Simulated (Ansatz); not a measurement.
TiAl:
```cif
data_AlTi
_chemical_formula_sum 'Ti1 Al1'
_space_group_name_H-M_alt 'P 1'
_space_group_IT_number 1
_cell_length_a 2.87067
_cell_length_b 2.87067
_cell_length_c 4.62955
_cell_angle_alpha 90.000
_cell_angle_beta 90.000
_cell_angle_gamma 120.000
loop_
_space_group_symop_operation_xyz
  'x, y, z'
loop_
_atom_site_label
_atom_site_type_symbol
_atom_site_fract_x
_atom_site_fract_y
_atom_site_fract_z
_atom_site_occupancy
Ti1 Ti 0.00000 0.00000 0.00000 1
Al1 Al 0.33333 0.66667 0.50000 1
```

Relaxed with r²SCAN.

Q: Which orbitals make up the states near the Fermi level in plane-wave PAW r²SCAN (Ansatz code)?

A: Within 0.5 eV of the Fermi level: Ti 3d 71 %, Al 3p 17 %. Projections are on Löwdin-orthogonalised atomic valence shells; empty p or d shells of many metals are not among them.

Q: Tabulate the density of states.

A: States/eV per cell of 2 atoms, in 0.25 eV bins, energy from the Fermi level.

| E (eV) | total | Ti 3d | Al 3p | Al 3s |
|---|---|---|---|---|
| -7.85 | 0.31 | 0.01 | 0.11 | 0.13 |
| -7.60 | 0.31 | 0.01 | 0.12 | 0.12 |
| -7.35 | 0.31 | 0.02 | 0.13 | 0.12 |
| -7.10 | 0.31 | 0.02 | 0.13 | 0.11 |
| -6.85 | 0.31 | 0.02 | 0.14 | 0.11 |
| -6.60 | 0.32 | 0.02 | 0.15 | 0.11 |
| -6.35 | 0.32 | 0.03 | 0.15 | 0.10 |
| -6.10 | 0.32 | 0.03 | 0.15 | 0.10 |
| -5.85 | 0.33 | 0.03 | 0.16 | 0.10 |
| -5.60 | 0.34 | 0.04 | 0.16 | 0.10 |
| -5.35 | 0.39 | 0.04 | 0.18 | 0.10 |
| -5.10 | 0.42 | 0.05 | 0.20 | 0.10 |
| -4.85 | 0.44 | 0.06 | 0.21 | 0.10 |
| -4.60 | 0.48 | 0.07 | 0.22 | 0.10 |
| -4.35 | 0.51 | 0.08 | 0.24 | 0.10 |
| -4.10 | 0.57 | 0.10 | 0.27 | 0.11 |
| -3.85 | 0.66 | 0.14 | 0.30 | 0.12 |
| -3.60 | 0.54 | 0.11 | 0.26 | 0.08 |
| -3.35 | 0.48 | 0.09 | 0.23 | 0.06 |
| -3.10 | 0.57 | 0.12 | 0.25 | 0.08 |
| -2.85 | 0.69 | 0.16 | 0.29 | 0.11 |
| -2.60 | 0.85 | 0.23 | 0.35 | 0.12 |
| -2.35 | 1.12 | 0.39 | 0.43 | 0.13 |
| -2.10 | 1.23 | 0.49 | 0.46 | 0.11 |
| -1.85 | 1.33 | 0.60 | 0.51 | 0.10 |
| -1.60 | 1.24 | 0.66 | 0.41 | 0.08 |
| -1.35 | 1.28 | 0.76 | 0.36 | 0.06 |
| -1.10 | 1.62 | 1.01 | 0.43 | 0.07 |
| -0.85 | 2.29 | 1.56 | 0.47 | 0.10 |
| -0.60 | 2.20 | 1.52 | 0.43 | 0.09 |
| -0.35 | 2.22 | 1.50 | 0.44 | 0.09 |
| -0.10 | 2.77 | 1.90 | 0.50 | 0.09 |
| 0.15 | 1.76 | 1.28 | 0.28 | 0.05 |
| 0.40 | 1.10 | 0.89 | 0.11 | 0.03 |
| 0.65 | 1.05 | 0.92 | 0.07 | 0.02 |
| 0.90 | 0.89 | 0.79 | 0.06 | 0.01 |
| 1.15 | 1.42 | 1.25 | 0.08 | 0.01 |
| 1.40 | 1.67 | 1.45 | 0.10 | 0.02 |
| 1.65 | 1.54 | 1.33 | 0.12 | 0.02 |
| 1.90 | 1.71 | 1.49 | 0.13 | 0.02 |
| 2.15 | 2.20 | 1.95 | 0.16 | 0.02 |
| 2.40 | 2.45 | 2.16 | 0.19 | 0.02 |
| 2.65 | 2.49 | 2.14 | 0.23 | 0.03 |
| 2.90 | 2.62 | 2.24 | 0.23 | 0.05 |
| 3.15 | 1.70 | 1.27 | 0.27 | 0.06 |
| 3.40 | 1.96 | 1.32 | 0.34 | 0.18 |
| 3.65 | 1.79 | 1.15 | 0.30 | 0.21 |
| 3.90 | 1.04 | 0.66 | 0.18 | 0.12 |
| 4.15 | 1.12 | 0.67 | 0.19 | 0.15 |
| 4.40 | 1.28 | 0.61 | 0.28 | 0.20 |
| 4.65 | 1.94 | 0.80 | 0.51 | 0.25 |

Space group P-6m2. The workflow started from a Materials Project entry (that database holds measured and hypothetical structures alike); the Crystallography Open Database copy checked does not list it. With Ti and Al taken as one species the cell has the higher symmetry P6_3/mmc, so it may be an ordered model of a mixed-site phase. It is not the phase usual at ambient conditions (space group No. 123). The r²SCAN relaxation kept the symmetry of its start; of distortions, only those at the zone centre were tested. No spin polarisation was allowed.

Potentials: the later of the program's two PAW sets.
